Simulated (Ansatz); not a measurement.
Ag₂S:
```
Ag2S
1.0
    4.23513     0.00000     0.00000
    0.00000     6.93166     0.00000
   -2.49473     0.00000     7.23283
Ag S
8 4
Direct
  0.48893   0.50091   0.18563
  0.51107   0.49909   0.81437
  0.51107   0.00091   0.31437
  0.48893   0.99909   0.68563
  0.83756   0.68551   0.55597
  0.16244   0.31449   0.44403
  0.16244   0.18551   0.94403
  0.83756   0.81449   0.05597
  0.23421   0.79114   0.85535
  0.76579   0.20886   0.14465
  0.76579   0.29114   0.64465
  0.23421   0.70886   0.35535
```

Relaxed with LDA. Special points in fractions of this cell's reciprocal vectors: Γ (0.000, 0.000, 0.000); Z (0.000, 0.500, 0.000); D (0.000, 0.500, 0.500); B (0.000, 0.000, 0.500); A (-0.500, 0.000, 0.500); E (-0.500, 0.500, 0.500); C2 (-0.500, 0.500, 0.000); Y2 (-0.500, 0.000, 0.000).

Question: List the band energies nearest the valence-band maximum at these points for LDA in the plane-wave PAW code Ansatz.

Answer: In eV from the valence-band maximum; about four levels below and three above (degenerate sets whole), none deeper than 8.9 eV; points with the same levels are listed once.

```tsv
k	below	above
Γ	-0.77 -0.74 -0.14 -0.08	0.70 0.91 2.46
Z	-0.70 -0.70 -0.25 -0.25	1.42 1.42 1.77 1.77
D	-0.78 -0.78 -0.28 -0.28	1.90 1.90 1.99 1.99
B	-0.76 -0.76 -0.19 -0.19	1.64 1.64 2.21 2.21
A	-1.44 -1.44 -0.75 -0.75	2.36 2.36 2.89 2.89
E	-0.75 -0.75 -0.66 -0.66	1.74 1.74 3.00 3.00
C2	-0.98 -0.98 -0.27 -0.27	0.98 0.98 2.31 2.31
Y2	-1.15 -1.00 -0.40 -0.35	0.56 1.74 2.52
```

Space group P2_1/c. The workflow started from a Materials Project entry (that database holds measured and hypothetical structures alike); the Crystallography Open Database files this formula in space group No. 14, but the cells were not matched. Whether it is the stable phase at ambient conditions was not checked. Symmetry was held in the LDA relaxation; whether a distortion lowers the energy is not shown. No spin polarisation was allowed. Scalar-relativistic: spin–orbit coupling is off unless named, which matters more the heavier the elements.

Potentials: the later of the program's two PAW sets.
